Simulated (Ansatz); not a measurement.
TaP in space group P-6m2 (No. 187; Ta on 1e, P on 1b), DFT-LDA in the program Ansatz with PAW potentials, all energies at zero smearing, with the estimated change up to a 700 eV cutoff added, with one set of potentials and settings (totals compare only within such a set). Cell of 2 atoms (1 Ta, 1 P): -10410.654 eV.

| element | reference phase | E (eV/atom) |
|---|---|---|
| Ta | Im-3m, 1 atoms in the cell | -9682.6136 |
| P | Cmce, 4 atoms in the cell | -725.9596 |

Formation energy per atom, worked out: (-10410.654 − 1×(-9682.6136) − 1×(-725.9596))/2 = -1.040 eV/atom (-100 kJ per mol of atoms), at 0 K, without zero-point energy or fitted corrections.

The workflow started from a Materials Project entry (that database holds measured and hypothetical structures alike); the Crystallography Open Database copy checked does not list it. COD files the formula under space group No. 141, so this cell is another polymorph or a model. Whether it is the stable phase at ambient conditions was not checked. Symmetry was held in the LDA relaxation; of distortions, only those at the zone centre were tested. The run is not spin-polarised. The references are the lowest solids computed at this level, not always the standard phases. Spin–orbit coupling is left out wherever it is not named.

Potentials: the later of the program's two PAW sets.
